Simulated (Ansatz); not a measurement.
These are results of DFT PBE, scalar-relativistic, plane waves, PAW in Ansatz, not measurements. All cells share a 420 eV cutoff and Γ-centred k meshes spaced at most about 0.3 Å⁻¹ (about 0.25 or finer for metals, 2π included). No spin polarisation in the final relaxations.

Each of these unrelaxed guesses is relaxed in cell and atoms within its symmetry. A guess keeps its type if space group and coordination stay and the shape of the cell changes little (axis ratios within about 15 %, angles within 6°); the volume may change.

1. MgZn2TeS2

```cif
data_structure
_symmetry_space_group_name_H-M 'P4/mmm'
_symmetry_Int_Tables_number 123
_cell_length_a 4.0254
_cell_length_b 4.0254
_cell_length_c 7.8774
_cell_angle_alpha 90.000
_cell_angle_beta 90.000
_cell_angle_gamma 90.000
_cell_volume 127.64
loop_
_atom_site_label
_atom_site_type_symbol
_atom_site_symmetry_multiplicity
_atom_site_Wyckoff_symbol
_atom_site_fract_x
_atom_site_fract_y
_atom_site_fract_z
_atom_site_occupancy
Mg1 Mg 1 b 0.00000 0.00000 0.50000 1
Zn1 Zn 2 e 0.00000 0.50000 0.50000 1
Te1 Te 1 a 0.00000 0.00000 0.00000 1
S1 S 2 h 0.50000 0.50000 0.72128 1
```

2. ZrTaN

```cif
data_structure
_symmetry_space_group_name_H-M 'P4/mmm'
_symmetry_Int_Tables_number 123
_cell_length_a 3.0325
_cell_length_b 3.0325
_cell_length_c 4.2598
_cell_angle_alpha 90.000
_cell_angle_beta 90.000
_cell_angle_gamma 90.000
_cell_volume 39.17
loop_
_atom_site_label
_atom_site_type_symbol
_atom_site_symmetry_multiplicity
_atom_site_Wyckoff_symbol
_atom_site_fract_x
_atom_site_fract_y
_atom_site_fract_z
_atom_site_occupancy
Zr1 Zr 1 d 0.50000 0.50000 0.50000 1
Ta1 Ta 1 a 0.00000 0.00000 0.00000 1
N1 N 1 c 0.50000 0.50000 0.00000 1
```

Q: Which keep their type?

A: Guess 2 keeps its type.

| guess | kept | start group | end group | V start (Å³/atom) | V end | b/a and c/a, end over start | nearest neighbours start | nearest neighbours end |
| --- | --- | --- | --- | --- | --- | --- | --- | --- |
| 1 | no | P4/mmm | P4/mmm | 21.3 | 25.7 | 1.00, 0.48 | Mg 4, S 4, Te 14, Zn 2 | Mg 6, S 1, Te 2, Zn 2 |
| 2 | yes | P4/mmm | P4/mmm | 13.1 | 14.7 | 1.00, 1.10 | N 6, Ta 4, Zr 2 | N 6, Ta 4, Zr 2 |

Neighbours count within 15 % of an atom's shortest distance; end groups are read at 0.02 Å (0.05 Å in metals).

Spin–orbit coupling, which can matter for Ta and Te, is left out. Cells relaxed within their symmetry can be saddle points.
